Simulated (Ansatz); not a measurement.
AlPd3N:
```
AlPd3N
1.0
    4.10648     0.00000     0.00000
    0.00000     4.10648     0.00000
    0.00000     0.00000     4.10648
Al Pd N
1 3 1
Cartesian
  0.00000   0.00000   0.00000
  0.00000   2.05324   2.05324
  2.05324   0.00000   2.05324
  2.05324   2.05324   0.00000
  2.05324   2.05324   2.05324
```

Relaxed with r²SCAN. Special points in fractions of this cell's reciprocal vectors: Γ (0.000, 0.000, 0.000); X (0.000, 0.500, 0.000); M (0.500, 0.500, 0.000); R (0.500, 0.500, 0.500).

Task: List the band energies nearest the Fermi level at these points for r²SCAN with spin–orbit coupling in the plane-wave PAW code Ansatz.

Result: In eV from the Fermi level; about four levels below and three above (degenerate sets whole), none deeper than 8.9 eV; points with the same levels are listed once.

```json
[
 {"k": "Γ", "below": "-1.44 -1.44 -1.44 -1.44", "above": "1.01 1.01 1.24 1.24"},
 {"k": "X", "below": "-1.34 -1.34 -1.21 -1.21", "above": "1.15 1.15 1.49 1.49"},
 {"k": "M", "below": "-0.70 -0.70 -0.42 -0.42", "above": "2.41 2.41 3.73 3.73"},
 {"k": "R", "below": "-1.62 -1.62 -1.62 -1.62", "above": "0.95 0.95 0.95 0.95"}
]
```

Space group Pm-3m (anti-perovskite). The start of the workflow was typed in or built on a structure type; neither database checked (COD, Materials Project) lists it. Its standing as an ambient phase is unchecked. The r²SCAN relaxation kept the symmetry of its start; whether a distortion lowers the energy is not shown. The run is not spin-polarised. The volume moved by 16 % from the start of the relaxation.

Potentials: the earlier of the program's two PAW sets. The files were generated under PBE; for other functionals the program regenerates the frozen cores, and for LDA and PBEsol the local potential too.
